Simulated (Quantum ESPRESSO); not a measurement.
TaHf3O7N, input and log of a self-consistent run

Computed values, not a measurement. The program is pw.x of Quantum ESPRESSO 7.5 (plane-wave density functional theory). The cell is made up: 12 atoms on a rutile lattice, with randomly drawn elements, strain and displacements, not relaxed. PseudoDojo standard norm-conserving files (v0.5 for PBE, v0.4.1 for LDA and PBEsol) set the functional; there is no spin polarisation, spin-orbit coupling or dispersion term, and the masses in the input are unused placeholders.

The hafnium pseudopotential is less sure than the others, with forces about 3 percent (worst 6) and pressure in oxides about 1.5 GPa (worst 2.7) from a second method in checks, which no rerun with the same files tests.

Input:

```
&control calculation='scf', pseudo_dir='./dojo.nc.sr.pbe.v0_5.standard.upf', outdir='./o', disk_io='low', tprnfor=.true., tstress=.true. /
&system ibrav=0, nat=12, ntyp=4, nbnd=54, ecutwfc=105.61755193, nosym=.true., tot_charge=0,
 occupations='smearing', smearing='fd', degauss=0.0018374661
/
&electrons conv_thr=7.350e-09, electron_maxstep=60, /
ATOMIC_SPECIES
Hf 1.0 Hf.upf
N 1.0 N.upf
O 1.0 O.upf
Ta 1.0 Ta.upf
CELL_PARAMETERS angstrom
4.9236 -0.0051 -0.0047
-0.0051 5.0095 0.0153
-0.0062 0.0203 6.7267
ATOMIC_POSITIONS angstrom
Ta 0.0087 -0.0058 0.0284
Hf 2.4032 2.4652 1.7105
Hf -0.0266 0.0607 3.3575
Hf 2.5286 2.5795 4.9799
O 1.3881 1.4275 -0.0293
O 3.444 3.3745 0.0395
O 4.0374 1.0335 1.7597
O 0.8781 4.0448 1.7456
O 1.4828 1.491 3.5458
N 3.3267 3.52 3.4391
O 3.995 1.0887 4.9128
O 1.0242 4.0307 5.1303
K_POINTS automatic
7 6 5 1 1 1
```

The log is shortened where brackets say so; the opening notice, blank lines, dates and the lines on written files are dropped, and the path of the files is cut. It prints rydbergs, bohrs and kilobars, and counts compression as positive stress. With no partly filled state, the Fermi energy that it prints is only some level between the filled and the empty states on the mesh, and need not lie in the true gap.

```
     Program PWSCF v.7.5
     Parallel version (MPI & OpenMP), running on       4 processor cores
     Number of MPI processes:                 4
     Threads/MPI process:                     1
     [start-up lines left out]
     bravais-lattice index     =            0
     lattice parameter (alat)  =       9.3043  a.u.
     unit-cell volume          =    1119.6208 (a.u.)^3
     number of atoms/cell      =           12
     number of atomic types    =            4
     number of electrons       =        96.00
     number of Kohn-Sham states=           54
     kinetic-energy cutoff     =     105.6176  Ry
     charge density cutoff     =     422.4702  Ry
     scf convergence threshold =      7.3E-09
     mixing beta               =       0.7000
     number of iterations used =            8  plain     mixing
     Exchange-correlation= PBE
                           (   1   4   3   4   0   0   0)
     [axes and pseudopotential details left out]
   Cartesian axes
     site n.     atom                  positions (alat units)
         1        Ta     tau(   1) = (   0.0017670  -0.0011780   0.0057681  )
         2        Hf     tau(   2) = (   0.4880977   0.5006901   0.3474081  )
         3        Hf     tau(   3) = (  -0.0054025   0.0123284   0.6819191  )
         4        Hf     tau(   4) = (   0.5135668   0.5239048   1.0114337  )
         5        O      tau(   5) = (   0.2819276   0.2899298  -0.0059509  )
         6        O      tau(   6) = (   0.6994875   0.6853718   0.0080226  )
         7        O      tau(   7) = (   0.8200089   0.2099072   0.3574007  )
         8        O      tau(   8) = (   0.1783449   0.8215119   0.3545370  )
         9        O      tau(   9) = (   0.3011615   0.3028269   0.7201634  )
        10        N      tau(  10) = (   0.6756635   0.7149233   0.6984923  )
        11        O      tau(  11) = (   0.8113974   0.2211185   0.9978055  )
        12        O      tau(  12) = (   0.2080183   0.8186481   1.0419804  )
     number of k points=   105  Fermi-Dirac smearing, width (Ry)=  0.0018
     Number of k-points >= 100: set verbosity='high' to print them.
     Dense  grid:   164181 G-vectors     FFT dimensions: (  64,  64,  90)
     Estimated max dynamical RAM per process >     737.36 MB
     Estimated total dynamical RAM >       2.76 GB
     Initial potential from superposition of free atoms
     starting charge      95.9935, renormalised to      96.0000
     Starting wfcs are   72 randomized atomic wfcs
     total cpu time spent up to now is       34.1 secs
     per-process dynamical memory:   626.7 Mb
     Self-consistent Calculation
     iteration #  1     ecut=   105.62 Ry     beta= 0.70
     Davidson diagonalization with overlap
     ethr =  1.00E-02,  avg # of iterations =  2.0
     total cpu time spent up to now is       97.2 secs
     total energy              =    -719.30796487 Ry
     estimated scf accuracy    <       5.70768022 Ry
     iteration #  2     ecut=   105.62 Ry     beta= 0.70
     Davidson diagonalization with overlap
     ethr =  5.95E-03,  avg # of iterations =  6.1
     total cpu time spent up to now is      190.0 secs
     total energy              =    -716.13609323 Ry
     estimated scf accuracy    <      36.59965309 Ry
     iteration #  3     ecut=   105.62 Ry     beta= 0.70
     Davidson diagonalization with overlap
     ethr =  5.95E-03,  avg # of iterations =  5.2
     total cpu time spent up to now is      276.6 secs
     total energy              =    -721.79149030 Ry
     estimated scf accuracy    <       4.99843187 Ry
     iteration #  4     ecut=   105.62 Ry     beta= 0.70
     Davidson diagonalization with overlap
     ethr =  5.21E-03,  avg # of iterations =  2.0
     total cpu time spent up to now is      342.2 secs
     total energy              =    -722.30459171 Ry
     estimated scf accuracy    <       0.65873690 Ry
     iteration #  5     ecut=   105.62 Ry     beta= 0.70
     Davidson diagonalization with overlap
     ethr =  6.86E-04,  avg # of iterations =  6.1
     total cpu time spent up to now is      417.6 secs
     total energy              =    -722.28531531 Ry
     estimated scf accuracy    <       0.34567824 Ry
     [iterations 6 to 13 left out]
     iteration # 14     ecut=   105.62 Ry     beta= 0.70
     Davidson diagonalization with overlap
     ethr =  5.53E-09,  avg # of iterations =  3.6
     total cpu time spent up to now is     1096.2 secs
     total energy              =    -722.30974812 Ry
     estimated scf accuracy    <       0.00000102 Ry
     iteration # 15     ecut=   105.62 Ry     beta= 0.70
     Davidson diagonalization with overlap
     ethr =  1.06E-09,  avg # of iterations =  4.5
     total cpu time spent up to now is     1169.3 secs
     total energy              =    -722.30974812 Ry
     estimated scf accuracy    <       0.00000039 Ry
     iteration # 16     ecut=   105.62 Ry     beta= 0.70
     Davidson diagonalization with overlap
     ethr =  4.08E-10,  avg # of iterations =  3.1
     total cpu time spent up to now is     1240.4 secs
     total energy              =    -722.30974821 Ry
     estimated scf accuracy    <       0.00000003 Ry
     iteration # 17     ecut=   105.62 Ry     beta= 0.70
     Davidson diagonalization with overlap
     ethr =  3.57E-11,  avg # of iterations =  4.8
     total cpu time spent up to now is     1321.3 secs
     total energy              =    -722.30974822 Ry
     estimated scf accuracy    <          9.0E-09 Ry
     iteration # 18     ecut=   105.62 Ry     beta= 0.70
     Davidson diagonalization with overlap
     ethr =  9.34E-12,  avg # of iterations =  3.6
     total cpu time spent up to now is     1392.0 secs
     End of self-consistent calculation
     Number of k-points >= 100: set verbosity='high' to print the bands.
     the Fermi energy is     9.6717 ev
!    total energy              =    -722.30974822 Ry
     estimated scf accuracy    <          1.4E-09 Ry
     smearing contrib. (-TS)   =      -0.00000000 Ry
     internal energy E=F+TS    =    -722.30974822 Ry
     The total energy is F=E-TS. E is the sum of the following terms:
     one-electron contribution =    -199.05792548 Ry
     hartree contribution      =     142.61402580 Ry
     xc contribution           =    -179.20438776 Ry
     ewald contribution        =    -486.66146077 Ry
     convergence has been achieved in  18 iterations
     Forces acting on atoms (cartesian axes, Ry/au):
     atom    1 type  4   force =     0.05397405   -0.00751495   -0.03693967
     atom    2 type  1   force =     0.03761429    0.04182195    0.09101672
     atom    3 type  1   force =    -0.02213928   -0.03957801    0.04659746
     atom    4 type  1   force =    -0.00295780   -0.00266534   -0.03385507
     atom    5 type  3   force =    -0.03347883   -0.04372586    0.04271647
     atom    6 type  3   force =     0.01980769    0.05060188    0.02899268
     atom    7 type  3   force =    -0.01028421   -0.02162795   -0.08399598
     atom    8 type  3   force =    -0.00630278    0.01366835   -0.09775068
     atom    9 type  3   force =     0.01224018    0.01113216   -0.06493603
     atom   10 type  2   force =     0.00965855    0.00013337   -0.07903633
     atom   11 type  3   force =     0.03023917   -0.06721770    0.10036025
     atom   12 type  3   force =    -0.08837102    0.06497211    0.08683017
     Total force =     0.305187     Total SCF correction =     0.000094
     Computing stress (Cartesian axis) and pressure
          total   stress  (Ry/bohr**3)                   (kbar)     P=     -163.59
  -0.00080080  -0.00017866  -0.00004198         -117.80      -26.28       -6.18
  -0.00017866  -0.00097344  -0.00008302          -26.28     -143.20      -12.21
  -0.00004198  -0.00008302  -0.00156205           -6.18      -12.21     -229.79
     init_run     :     32.83s CPU     33.90s WALL (       1 calls)
     electrons    :   1345.25s CPU   1357.91s WALL (       1 calls)
     forces       :     10.56s CPU     10.61s WALL (       1 calls)
     stress       :     38.10s CPU     39.15s WALL (       1 calls)
     [timing details left out]
     PWSCF        :  23m47.20s CPU  24m 2.20s WALL
     JOB DONE.
```

In other units: free energy -9827.525 eV for the cell, pressure -16.36 GPa, largest force component 2.580 eV/Å. This run is the check on a run of the same cell at a cutoff of 1143 eV and k mesh 5 x 4 x 3: rerunning at a cutoff of 1437 eV and k mesh 7 x 6 x 5 moved values by no more than 0.004 eV in energy, 0.04 GPa in stress and 0.003 eV/Å in force.